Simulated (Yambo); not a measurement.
## Optical response of Ba2LaTaO6

```
Ba2LaTaO6
1.0
    5.27203    -3.04684     0.00000
    5.27203     3.04684     0.00000
   -3.55565     0.00000     5.04312
O Ba La Ta
6 2 1 1
Direct
  0.23256   0.69432   0.68871
  0.76744   0.30568   0.31129
  0.30568   0.76744   0.31129
  0.69432   0.23256   0.68871
  0.27340   0.27340   0.20672
  0.72660   0.72660   0.79328
  0.24805   0.24805   0.74213
  0.75195   0.75195   0.25787
  0.00000   0.00000   0.00000
  0.50000   0.50000   0.50000
```

Yambo, RPA with local fields on PBEsol bands shifted by a G0W0 scissor of 1.54 eV; 4×4×4 mesh, 134 bands, 3 Ry local-field block, 0.2 eV broadening; field along x.

| E (eV) | Im ε | Re ε | Im ε, independent particles |
|---|---|---|---|
| 0.0 | 0.00 | 4.00 | 0.00 |
| 0.6 | 0.01 | 4.01 | 0.01 |
| 1.2 | 0.02 | 4.05 | 0.02 |
| 1.9 | 0.03 | 4.13 | 0.03 |
| 2.5 | 0.04 | 4.24 | 0.05 |
| 3.1 | 0.06 | 4.40 | 0.07 |
| 3.8 | 0.09 | 4.63 | 0.10 |
| 4.4 | 0.14 | 4.97 | 0.16 |
| 5.0 | 0.24 | 5.53 | 0.29 |
| 5.6 | 0.69 | 6.43 | 0.91 |
| 6.2 | 2.33 | 7.64 | 3.31 |
| 6.9 | 4.74 | 7.34 | 5.99 |
| 7.5 | 6.20 | 4.49 | 5.85 |
| 8.1 | 6.15 | 2.94 | 5.74 |
| 8.8 | 4.97 | 1.32 | 4.72 |
| 9.4 | 4.15 | 1.09 | 4.10 |
| 10.0 | 3.62 | 1.47 | 3.68 |
| 10.6 | 3.63 | 1.42 | 3.80 |
| 11.2 | 4.30 | 0.92 | 4.53 |
| 11.9 | 3.65 | -0.29 | 3.74 |
| 12.5 | 2.81 | -0.39 | 2.89 |
| 13.1 | 2.10 | -0.61 | 2.04 |
| 13.8 | 1.40 | -0.27 | 1.32 |
| 14.4 | 1.26 | 0.02 | 1.22 |
| 15.0 | 1.04 | 0.29 | 1.05 |
| 15.6 | 0.91 | 0.66 | 0.99 |
| 16.2 | 0.85 | 0.81 | 1.26 |
| 16.9 | 0.99 | 1.16 | 1.72 |
| 17.5 | 1.27 | 1.27 | 2.76 |
| 18.1 | 1.52 | 1.01 | 3.03 |
| 18.8 | 1.35 | 0.85 | 3.05 |
| 19.4 | 1.27 | 1.00 | 3.05 |
| 20.0 | 1.32 | 1.03 | 3.39 |

Structure narrower than a few tenths of an eV can come from the finite k mesh. Convergence of the RPA response with its 4×4×4 mesh was not tested. The scissor comes from a G0W0 run whose convergence isn't established. No excitonic effects at this level.

Spin-orbit coupling is left out, which matters for elements this heavy: edges can move by tenths of an eV. The 4f states are in the valence at their DFT position.

Geometry of the Materials Project entry, not relaxed at this level.

The structure is a Materials Project entry; no match was found in the copy of COD used, and its stability was not checked.
